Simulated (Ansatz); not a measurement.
LiRh3 in space group Imm2 (No. 44; Li on 2a, Rh on 4d, Rh on 2b), r²SCAN in the plane-wave PAW code Ansatz, all energies at zero smearing, with the estimated change up to a 700 eV cutoff added, with one set of potentials and settings (totals compare only within such a set). Cell of 4 atoms (1 Li, 3 Rh): -19451.506 eV.

```json
[
 {"element": "Li", "reference phase": "Fm-3m, 1 atoms in the cell", "E (eV/atom)": "-205.1371"},
 {"element": "Rh", "reference phase": "Fm-3m, 1 atoms in the cell", "E (eV/atom)": "-6415.2735"}
]
```

Formation energy per atom, worked out: (-19451.506 − 1×(-205.1371) − 3×(-6415.2735))/4 = -0.137 eV/atom (-13 kJ per mol of atoms), at 0 K, without zero-point energy or fitted corrections.

The first step of the workflow began from a Materials Project structure, measured or hypothetical; the Crystallography Open Database copy checked does not list it. With Li and Rh taken as one species the cell has the higher symmetry P6_3/mmc, so it may be an ordered model of a mixed-site phase. Its standing as an ambient phase is unchecked. The r²SCAN relaxation kept the symmetry of its start; its stability against distortions is not shown here. No spin polarisation was allowed. The references are the lowest solids computed at this level, not always the standard phases.

Potentials: the later of the program's two PAW sets.
